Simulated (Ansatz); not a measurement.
LuCl$_{3}$:
```xyz
8
Lattice="9.5108 0.0000 0.0000 -4.7554 8.2366 0.0000 0.0000 0.0000 3.4919" Properties=species:S:1:pos:R:3 pbc="T T T"
Lu     4.7554     2.7455     0.8730
Lu     0.0000     5.4910     2.6189
Cl     6.4305     1.7784     2.6189
Cl    -1.6751     6.4582     0.8730
Cl     1.6751     6.4582     0.8730
Cl     3.0803     1.7784     2.6189
Cl     4.7554     4.6798     2.6189
Cl     0.0000     3.5568     0.8730
```

Relaxed with r²SCAN. Special points in fractions of this cell's reciprocal vectors: Γ (0.000, 0.000, 0.000); M (0.500, 0.000, 0.000); K (0.333, 0.333, 0.000); A (0.000, 0.000, 0.500); L (0.500, 0.000, 0.500); H (0.333, 0.333, 0.500).

### Question
List the band energies nearest the valence-band maximum at these points for the program Ansatz at the r²SCAN level (PAW).

### Answer
In eV from the valence-band maximum; about four levels below and three above (degenerate sets whole), none deeper than 8.9 eV; points with the same levels are listed once.

```csv
k,below,above
Γ,-0.65 -0.65 -0.47 -0.33 -0.01,4.16 4.60 6.41 6.41
M,-0.48 -0.42 -0.37 -0.27,4.35 4.48 6.44
K,-0.40 -0.40 -0.39 -0.39,4.42 4.42 6.45
A,-0.51 -0.51 -0.51 -0.51 -0.21 -0.21,5.91 5.91 5.91 5.91
L,-0.49 -0.49 -0.18 -0.18,5.82 5.82 5.92 5.92
H,-0.49 -0.49 -0.18 -0.18,5.80 5.80 5.93 5.93
```

Space group P6_3/mmc. The first step of the workflow began from a Materials Project structure, measured or hypothetical; the Crystallography Open Database copy checked does not list it. Its standing as an ambient phase is unchecked. Symmetry was held in the r²SCAN relaxation; its stability against distortions is not shown here. A crystal of weakly bound chains computed without a dispersion correction: the cell and the soft elastic constants depend strongly on that. Spin–orbit coupling is left out wherever it is not named.

Potentials: the later of the program's two PAW sets.
